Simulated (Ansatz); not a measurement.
FePt (CuAu type, space group P4/mmm)

```xyz
2
Lattice="2.7301 0.0000 0.0000 0.0000 2.7301 0.0000 0.0000 0.0000 3.7639" Properties=species:S:1:pos:R:3 pbc="T T T"
Fe     1.3650     1.3650     1.8819
Pt     0.0000     0.0000     0.0000
```

The slice is a (001) plane (indices of the conventional cell) through the point (0.500, 0.500, 0.500) (fractional), spanned by u = [100] and v = [010] in vectors of this cell: u (2.73 Å) and v (2.73 Å, at 90° to u). It covers one period; positions are fractions (u, v).

Computed with PBE (plane waves to 420 eV, PAW, scalar-relativistic; Ansatz, an electronic-structure program). k mesh 17×17×12. Inside the PAW spheres the values are not all-electron values, and peaks at nuclei hang on which shells count as valence. FePt was relaxed with its symmetry unable to fall. Relaxed FePt ends ferromagnetic. Spin-orbit coupling is left out, though Pt is heavy. The magnetic order is the one the run started from; other orders were not tried.

**Question.** What is the valence density on the shortest Fe–Fe line in this plane (2.73 Å), at its midpoint?

**Answer.** 0.24 e/Å³.

**Question.** What is the ELF at the midpoint of the shortest Fe–Fe line in this plane (2.73 Å)?

**Answer.** 0.26.

**Question.** Sketch the electron localisation function (ELF) on this plane as a map.

**Answer.** 
| v \ u | 0.00 | 0.12 | 0.25 | 0.38 | 0.50 | 0.62 | 0.75 | 0.88 |
|---|---|---|---|---|---|---|---|---|
| 0.88 | x | x | 0.26 | 0.15 | 0.25 | 0.15 | 0.26 | x |
| 0.75 | 0.38 | 0.26 | 0.12 | 0.17 | 0.24 | 0.17 | 0.12 | 0.26 |
| 0.62 | 0.16 | 0.15 | 0.17 | 0.22 | 0.23 | 0.22 | 0.17 | 0.15 |
| 0.50 | 0.26 | 0.25 | 0.24 | 0.23 | 0.23 | 0.23 | 0.24 | 0.25 |
| 0.38 | 0.16 | 0.15 | 0.17 | 0.22 | 0.23 | 0.22 | 0.17 | 0.15 |
| 0.25 | 0.38 | 0.26 | 0.12 | 0.17 | 0.24 | 0.17 | 0.12 | 0.26 |
| 0.12 | x | x | 0.26 | 0.15 | 0.25 | 0.15 | 0.26 | x |
| 0.00 | x | x | 0.38 | 0.16 | 0.26 | 0.16 | 0.38 | x |

Values: electron localisation function (ELF). Points within 0.5 Å of a nucleus are blanked (x), as the pseudised field means little there.
